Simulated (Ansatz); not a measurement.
Input:

Starting cell, Zr (hcp, Mg type):

```
Zr
1.0
    3.18473     0.00000     0.00000
   -1.59237     2.75806     0.00000
    0.00000     0.00000     5.11724
Zr
2
Direct
  0.33333   0.66667   0.75000
  0.66667   0.33333   0.25000
```

In each cell atom 1 (Zr, nearest neighbour Zr at 3.151 Å; its periodic images, 3.2 Å or more away, move with it) moves by s·(0.505, -0.292, -0.812) (towards the nearest neighbour), the rest being held.

Method: PBEsol (plane waves to 420 eV, PAW, scalar-relativistic; Ansatz, a quantum-chemistry and plane-wave program). k mesh 14×14×8 (Γ-centred), Fermi-Dirac smearing 0.05 eV. E stands for the smeared free energy. Left out: 1 of 11 points, with atoms too close for the PAW data. With partly filled bands, energies and forces of such displacements shift with the k mesh and the smearing. The PAW data are Ansatz's earlier set. Zr is run without spin polarisation. Zr was relaxed with its symmetry unable to fall. ΔE is measured from the undisplaced structure.

The scan covers s from -0.630 to 0.504 Å in 10 points.

Q: Is this a single well or a double well?

A: A single well with its minimum at or next to zero displacement.

Q: What force acts on the atom along the line at s = -0.630 Å?

A: 2.95 eV/Å.

Q: What is the energy change at s = 0.504 Å?

A: 506 meV/cell.

(For displaced atoms, the force is minus the slope of the energy, and its curvature is a force constant, which sets phonon frequencies.)
